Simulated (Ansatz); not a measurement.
Each is relaxed and computed with DFT-r²SCAN in the program Ansatz with PAW potentials. Which is the only metal?
A) SiC, P6_222 (Si on 3d, C on 3c)
B) SiSnGeC, Pmm2 (C on 1a, Si on 1c, Ge on 1d, Sn on 1b)
C) SiGeC2, P-4m2 (Ge on 1c, Si on 1a, C on 2g)
D) SiCO4, I-4 (Si on 2a, C on 2c, O on 8g)

B, SiSnGeC, Pmm2 (C on 1a, Si on 1c, Ge on 1d, Sn on 1b). SiSnGeC: metal; SiGeC2: gap 1.80 eV (indirect); SiCO4: gap 7.90 eV (indirect); SiC: gap 1.18 eV (indirect). Typed or built starts, not in the databases checked: SiSnGeC, Pmm2 (C on 1a, Si on 1c, Ge on 1d, Sn on 1b); SiGeC2, P-4m2 (Ge on 1c, Si on 1a, C on 2g); SiCO4, I-4 (Si on 2a, C on 2c, O on 8g); SiC, P6_222 (Si on 3d, C on 3c). Not the usual ambient phase: SiC, P6_222 (Si on 3d, C on 3c). All cells were relaxed under the symmetry of their starts (and spin orders); stability against distortions was not tested throughout. Spin–orbit coupling is left out wherever it is not named.

Potentials: the later of the program's two PAW sets.
